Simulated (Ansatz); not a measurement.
The elements of this relaxed trial crystal are hidden behind letters.

```
lattice vectors (Å)
   0.0000    5.3725    5.3725
   5.3725    0.0000    5.3725
   5.3725    5.3725    0.0000
fractional positions
X 0.8834 0.3722 0.3722
X 0.3722 0.8834 0.3722
X 0.3722 0.3722 0.8834
X 0.3722 0.3722 0.3722
Z 0.5000 0.5000 0.5000
```

Method: DFT PBE, scalar-relativistic, plane waves, PAW in Ansatz. Settings of the last relaxation (5-atom cell): 420 eV, 6×6×6 k points, Gaussian smearing of 0.10 eV, no spin polarisation.

- Space group: F-43m (No. 216)
- Conventional cell: a = 10.745 Å
- Volume per atom: 62.03 Å³
- Density: 0.96 g/cm³
- Formation energy: −0.43 eV/atom
- Gap on the 6×6×6 mesh of the 5-atom cell: 0 eV (a metal)

Energies are uncorrected and count from the elements' standard states at the same level.

Problem. X is an s-block element of period 4 and Z is a p-block element of period 2. Which elements are they?

Solution. X = Ca, Z = F, so the formula is Ca4F. Density times volume gives a mean mass of 0.96 × 62.03/1.6605 = 35.9 u per atom, and this set has 35.9 u. Among the elements that the hints allow, noble gases aside, only these give it. Ca has 1 F at 2.38 Å and 6 Ca at 3.71–3.88 Å; around F lie 4 Ca at 2.38 Å.

The cell is a metal run without spin; a magnetic state may lie lower. Symmetry constrained the relaxation, so the result can be a saddle point.
